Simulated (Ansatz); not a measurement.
**Where the states of Al₂Pt lie**

```xyz
3
Lattice="0.0000 2.9550 2.9550 2.9550 0.0000 2.9550 2.9550 2.9550 0.0000" Properties=species:S:1:pos:R:3 pbc="T T T"
Al    1.4775    1.4775    1.4775
Al    4.4325    4.4325    4.4325
Pt    0.0000    0.0000    0.0000
```

The cell is COD entry 9009032, as deposited and not checked against the literature; nothing was relaxed.

Spin–orbit coupling is left out, though it moves levels of the heavy atoms by tenths of an eV or more.

Computed with DFT, PBE, all-electron LAPW, scalar-relativistic in Ansatz 0.2.0.

Numerical set-up: a Γ-centred 12×12×12 k mesh, Fermi–Dirac smearing of 0.08 eV, basis error target 1 meV/atom, no spin polarisation.

**Question.** Where is the centre of the filled Pt 5d states between -14 eV and the top of the filled states?

**Answer.** -4.11 eV from the Fermi level.

**Question.** Tabulate the density of states.

**Answer.** States per eV and cell, averaged over 0.4 eV, from -10.2 to 5.6 eV, with energies (bin centres) from the Fermi level; empty bins are left out. The partial columns, the largest 4 alone, are projections on Löwdin-orthogonalised atomic shells (those that the program's projection atoms carry: the occupied ones and, for some elements, an empty d or f shell; other empty shells have no column), summed over atoms of an element. Weights on diffuse s and p shells depend on that basis and aren't pure angular character.
```
E (eV)  total  Pt 5d  Al 3p  Al 3s  Pt 6s
 -10.1   0.10   0.00   0.01   0.05   0.03
  -9.7   0.24   0.00   0.05   0.10   0.07
  -9.3   0.33   0.00   0.10   0.13   0.09
  -8.9   0.42   0.01   0.14   0.16   0.10
  -8.5   0.52   0.02   0.18   0.19   0.11
  -8.1   0.69   0.05   0.25   0.24   0.14
  -7.7   0.82   0.09   0.29   0.27   0.15
  -7.3   0.71   0.09   0.25   0.24   0.12
  -6.9   0.61   0.11   0.20   0.20   0.09
  -6.5   0.51   0.13   0.15   0.16   0.06
  -6.1   3.16   1.36   0.61   1.15   0.01
  -5.7   1.75   0.98   0.34   0.40   0.01
  -5.3   1.16   0.65   0.32   0.14   0.03
  -4.9   5.01   3.73   1.14   0.09   0.02
  -4.5   3.05   2.33   0.57   0.04   0.09
  -4.1   3.91   3.10   0.55   0.08   0.15
  -3.7   6.12   5.35   0.45   0.08   0.19
  -3.3   2.41   1.99   0.21   0.10   0.07
  -2.9   1.44   0.82   0.34   0.17   0.08
  -2.5   0.75   0.28   0.26   0.11   0.07
  -2.1   0.84   0.28   0.35   0.13   0.06
  -1.7   1.02   0.29   0.51   0.14   0.05
  -1.3   1.00   0.23   0.56   0.13   0.04
  -0.9   1.25   0.29   0.75   0.12   0.03
  -0.5   1.31   0.27   0.83   0.11   0.03
  -0.1   1.24   0.21   0.83   0.10   0.02
   0.3   1.14   0.16   0.80   0.09   0.02
   0.7   1.07   0.12   0.77   0.07   0.01
   1.1   0.80   0.08   0.56   0.06   0.01
   1.5   0.54   0.05   0.35   0.05   0.01
   1.9   0.39   0.04   0.23   0.04   0.01
   2.3   0.30   0.02   0.16   0.03   0.00
   2.7   0.23   0.01   0.10   0.04   0.00
   3.1   0.48   0.08   0.09   0.24   0.01
   3.5   2.55   0.32   0.73   1.06   0.12
   3.9   2.01   0.18   0.71   0.72   0.13
   4.3   0.92   0.08   0.34   0.21   0.12
   4.7   0.79   0.05   0.30   0.14   0.12
   5.1   1.69   0.14   0.86   0.33   0.10
   5.5   2.28   0.21   1.36   0.28   0.12
```
